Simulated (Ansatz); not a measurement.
YPb$_{3}$: pressure against volume

A database entry relaxed whole under r2SCAN (Pm-3m):

```yaml
crystal:
  lattice:
    - [4.86246, 0.00000, 0.00000]
    - [0.00000, 4.86246, 0.00000]
    - [0.00000, 0.00000, 4.86246]
  atoms:
    - { symbol: Y, position: [0.00000, 0.00000, 0.00000] }
    - { symbol: Pb, position: [0.00000, 0.50000, 0.50000] }
    - { symbol: Pb, position: [0.50000, 0.00000, 0.50000] }
    - { symbol: Pb, position: [0.50000, 0.50000, 0.00000] }
```

The cell was scaled uniformly, its shape held, and the atoms relaxed at each volume with plane-wave PAW DFT (Ansatz 0.2.0; r2SCAN, 500 eV, 7×7×7 Γ-centred mesh, fermi-dirac occupations of width 0.100 eV; no spin, no spin-orbit coupling). One row is withheld.

| volume (Å³/atom) | energy over the lowest (meV/atom) | pressure (GPa) |
| --- | --- | --- |
| 27.017 | 18.6 | 3.82 |
| 27.592 | 7.7 | 2.39 |
| 28.167 | 1.7 | 1.11 |
| 28.741 | 0.0 | -0.04 |
| 29.316 | 2.2 | -1.06 |
| 29.891 | ? | ? |
| 30.466 | 16.7 | -2.80 |

Problem. Fit the pressures of the other rows to the third-order Birch-Murnaghan form.

Solution. With f = [(V₀/V)^(2/3) − 1]/2 and P = 3B₀f(1 + 2f)^(5/2)[1 + 3(B₀′ − 4)f/2], least squares gives V₀ = 28.72 Å³ an atom, B₀ = 54.3 GPa and B₀′ = 4.6; the rows miss the fit by less than 0.01 GPa. The slope of the energies differs from these pressures by 0.06 GPa, since they are taken to zero smearing while pressures follow the free energy.

Problem. What does the withheld row hold?

Solution. The fit gives -1.98 GPa at 29.891 Å³; the run gave -1.98 GPa and 7.9 meV an atom.

Caveats: the shape of the cell was held; 0 K, fixed nuclei; the symmetry was kept, and this need not be the phase that is stable at 0 K; one mesh for all volumes; pressure is positive in compression.
